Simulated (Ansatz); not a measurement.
HfC (rock salt, Fm-3m) at seven volumes, PBEsol in the plane-wave PAW code Ansatz, scaled uniformly. One row is withheld.

| V (Å³/atom) | P (GPa) |
|---|---|
| 11.121 | 28.17 |
| 11.488 | ? |
| 11.854 | 8.01 |
| 12.221 | 0.00 |
| 12.588 | -6.91 |
| 12.954 | -12.86 |
| 13.321 | -17.99 |

### Question
Fit the shown pressures and predict the withheld one.

### Answer
Third-order Birch–Murnaghan: P = (3/2)B₀(x^(7/2) − x^(5/2))[1 + (3/4)(B′ − 4)(x − 1)] with x = (V₀/V)^(2/3). Least squares on the six rows gives V₀ = 12.221 Å³/atom, B₀ = 247.7 GPa, B′ = 3.97. At V = 11.488, x = 1.0421 and P = 17.32 GPa. The run itself gave 17.33 GPa.

The cell was relaxed with PBEsol under the symmetry of its start. No spin polarisation was allowed. Scalar-relativistic: spin–orbit coupling is off unless named, which matters more the heavier the elements.

Potentials: the earlier of the program's two PAW sets. The files were generated under PBE; for other functionals the program regenerates the frozen cores, and for LDA and PBEsol the local potential too.
